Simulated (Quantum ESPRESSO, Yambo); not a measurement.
Rb2RhAgF6: DFT and GW levels

```cif
data_AgF6Rb2Rh
_chemical_formula_sum 'F6 Rb2 Rh1 Ag1'
_space_group_name_H-M_alt 'P 1'
_space_group_IT_number 1
_cell_length_a 6.25398
_cell_length_b 6.25398
_cell_length_c 6.25398
_cell_angle_alpha 60.000
_cell_angle_beta 60.000
_cell_angle_gamma 60.000
loop_
_space_group_symop_operation_xyz
  'x, y, z'
loop_
_atom_site_label
_atom_site_type_symbol
_atom_site_fract_x
_atom_site_fract_y
_atom_site_fract_z
_atom_site_occupancy
F1 F 0.22962 0.22962 0.77038 1
F2 F 0.77038 0.77038 0.22962 1
F3 F 0.77038 0.22962 0.22962 1
F4 F 0.22962 0.77038 0.77038 1
F5 F 0.22962 0.77038 0.22962 1
F6 F 0.77038 0.22962 0.77038 1
Rb1 Rb 0.25000 0.25000 0.25000 1
Rb2 Rb 0.75000 0.75000 0.75000 1
Rh1 Rh 0.00000 0.00000 0.00000 1
Ag1 Ag 0.50000 0.50000 0.50000 1
```

The geometry is that of Materials Project entry mp-1110602, symmetrised and not relaxed again.

Starting point: norm-conserving LDA (Quantum ESPRESSO, 88 Ry, without SOC). G0W0 in Yambo: 2×2×2 Γ-centred k mesh, bands 9 to 335 and a 8 Ry block in the screening, 335 bands in G with the Bruneval-Gonze terminator, plasmon pole fitted at 27.2 eV.

```
Quantity                                          Value
----------------------------------------------  -------
LDA gap along the band path                     1.01 eV
LDA gap between the mesh's edge points (X → X)  1.01 eV
G0W0 gap between the same points                3.42 eV
```

```tsv
k point	band	E LDA (eV)	E QP (eV)	shift (eV)	Z
Γ	VB	-0.01	-0.94	-0.94	0.77
Γ	CB	2.27	3.76	1.48	0.77
X	VB	0.00	-0.91	-0.91	0.77
X	CB	1.01	2.51	1.50	0.80
```

Energies count from the LDA valence-band maximum.

Nearest settings tried, and what they do to the gap: 263 bands in W, 263 bands in G: +6 meV; 6 Ry block (307 vectors against 531): -31 meV; 4×4×4 mesh: -61 meV. So the settings aren't converged at that level. The k mesh is coarse.

Spin-orbit splittings are left out.

The structure is a Materials Project entry; no match was found in the copy of COD used, and its stability was not checked.
